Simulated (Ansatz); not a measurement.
CaB$_{6}$ (Pm-3m), relaxed with PBEsol (Ansatz, a first-principles code, plane waves, PAW): a = b = c = 4.126 Å, α = β = γ = 90.00°.

| Quantity | Result |
|---|---|
| ΔH_f (eV/atom) | -0.39 |
| B₀ by P(V) fit (GPa) | 152 |

### Question
The same phase is relaxed and computed with r²SCAN in the same code. What are the cell and these values now?

### Answer
a = b = c = 4.1371 Å, α = β = γ = 90.00°.

ΔH_f (eV/atom): -0.48
B₀ by P(V) fit (GPa): 155

All cells were relaxed under the symmetry of their starts (and spin orders); stability against distortions was not tested throughout.

Potentials: the later of the program's two PAW sets.

Ansatz is a plane-wave DFT program.

Formation energies count from the lowest solids of the elements computed at the same level, not from gases.
